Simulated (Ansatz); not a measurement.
LiTaO3:
```
CELL_PARAMETERS angstrom
      3.89424     0.00000     0.00000
      0.00000     3.89424     0.00000
      0.00000     0.00000     3.95837
ATOMIC_POSITIONS crystal
  Ta 0.50000 0.50000 0.40518
  Li 0.00000 0.00000 0.15896
  O  0.50000 0.50000 0.86672
  O  0.50000 0.00000 0.33757
  O  0.00000 0.50000 0.33757
```

Relaxed with LDA. Special points in fractions of this cell's reciprocal vectors: Γ (0.000, 0.000, 0.000); X (0.000, 0.500, 0.000); M (0.500, 0.500, 0.000); Z (0.000, 0.000, 0.500); R (0.000, 0.500, 0.500); A (0.500, 0.500, 0.500).

Q: List the band energies nearest the valence-band maximum at these points for plane-wave PAW LDA (Ansatz code).

A: In eV from the valence-band maximum; about four levels below and three above (degenerate sets whole), none deeper than 8.9 eV; points with the same levels are listed once.

```csv
k,below,above
Γ,-1.48 -1.28 -1.28 -0.85,2.13 3.55 3.55
X,-2.28 -1.63 -1.27 -0.94,3.64 4.93 5.21
M,-1.76 -1.76 -1.26 -0.59,5.25 5.25 6.30
Z,-2.22 -2.22 -1.77 -1.09 -1.09,2.21 5.81 5.81
R,-2.50 -2.15 -1.31 0.00,4.92 5.88 6.54
A,-4.59 -4.59 -0.58 0.00 0.00,5.61 6.58 6.58
```

Space group P4mm. The start of the workflow was typed in or built on a structure type; neither database checked (COD, Materials Project) lists it. It is not the phase usual at ambient conditions (space group No. 161). Symmetry was held in the LDA relaxation. At this level the phase is dynamically unstable (imaginary phonons). The run is not spin-polarised. Spin–orbit coupling is left out wherever it is not named.

Potentials: the earlier of the program's two PAW sets. The files were generated under PBE; for other functionals the program regenerates the frozen cores, and for LDA and PBEsol the local potential too.
